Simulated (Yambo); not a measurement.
Yambo input for RbBr (rock salt, space group Fm-3m, No. 225) under isotropic strain of +2 % on all lattice vectors (a = b = c = 4.936 Å, α = β = γ = 60.00°), on norm-conserving PBEsol (Quantum ESPRESSO, 46 Ry, no spin-orbit coupling) wavefunctions on a 8×8×8 mesh:

```
optics
chi
dipoles
kernel
FFTGvecs= 40 Ry
Chimod= "HARTREE"
NGsBlkXd= 4 Ry
% QpntsRXd
 1 | 1 |
%
% BndsRnXd
 1 | 53 |
%
GrFnTpXd= "R"
% EnRngeXd
 0.0 | 20.0 | eV
%
% DmRngeXd
 0.2 | 0.2 | eV
%
CGrdSpXd= 50
ETStpsXd= 161
% LongDrXd
 1.0 | 0.0 | 0.0 |
%
```

First lines of the file o-*.eps_q1_inv_rpa_dyson:

```
Absorption @ Q(1):   1.00000000     0.00000000     0.00000000    [q->0 direction]
#
# [ X ] Hartree size     :   89
# [GEN] GF Energies     : Perdew, Burke & Ernzerhof SOL(X)+Perdew, Burke & Ernzerhof SOL(C)
# [GEN] Green`s Function     : Retarded
#
# [GEN] Gauge     : Length
# [GEN] [r,Vnl] included     : yes
#
#    E[1] [eV]     Im(eps)     Re(eps)     Im(eps_o)     Re(eps_o)
#
     0.000000     0.558958E-8     2.326461     0.64063E-17     2.792118
     0.125000     0.947395E-3     2.326756     0.001346     2.792536
     0.250000     0.001899     2.327642     0.002697     2.793795
     0.375000     0.002859     2.329123     0.004061     2.795898
     0.500000     0.003832     2.331205     0.005442     2.798856
     0.625000     0.004822     2.333897     0.006847     2.802680
     0.750000     0.005834     2.337213     0.008282     2.807387
     0.875000     0.006873     2.341166     0.009756     2.813000
     1.000000     0.007945     2.345776     0.011274     2.819543
     1.125000     0.009056     2.351064     0.012847     2.827047
     1.250000     0.010213     2.357057     0.014482     2.835547
     1.375000     0.011423     2.363784     0.016191     2.845086
     1.500000     0.012696     2.371282     0.017985     2.855713
     1.625000     0.014040     2.379591     0.019878     2.867483
     1.750000     0.015467     2.388759     0.021884     2.880461
     1.875000     0.016992     2.398842     0.024022     2.894724
     2.000000     0.018630     2.409902     0.026314     2.910357
     2.125000     0.020400     2.422014     0.028784     2.927461
     2.250000     0.022326     2.435267     0.031462     2.946155
     2.375000     0.024437     2.449762     0.034388     2.966575
     2.500000     0.026769     2.465621     0.037606     2.988884
     2.625000     0.029369     2.482990     0.041177     3.013276
     2.750000     0.032296     2.502044     0.045176     3.039981
     2.875000     0.035632     2.523000     0.049705     3.069282
     3.000000     0.039487     2.546125     0.054900     3.101524
     3.125000     0.044019     2.571756     0.060954     3.137143
     3.250000     0.049460     2.600329     0.068150     3.176691
     3.375000     0.056173     2.632414     0.076923     3.220890
     3.500000     0.064764     2.668775     0.087990     3.270692
     3.625000     0.076323     2.710422     0.102633     3.327353
     3.750000     0.093016     2.758539     0.123365     3.392354
     3.875000     0.119344     2.813421     0.155375     3.466223
     4.000000     0.161521     2.868897     0.205875     3.542293
```
(The file goes on to the top of the energy range.) Convergence of the RPA response with its 8×8×8 mesh was not tested.

Geometry strained from the cell relaxed with PBEsol, atoms relaxed again.
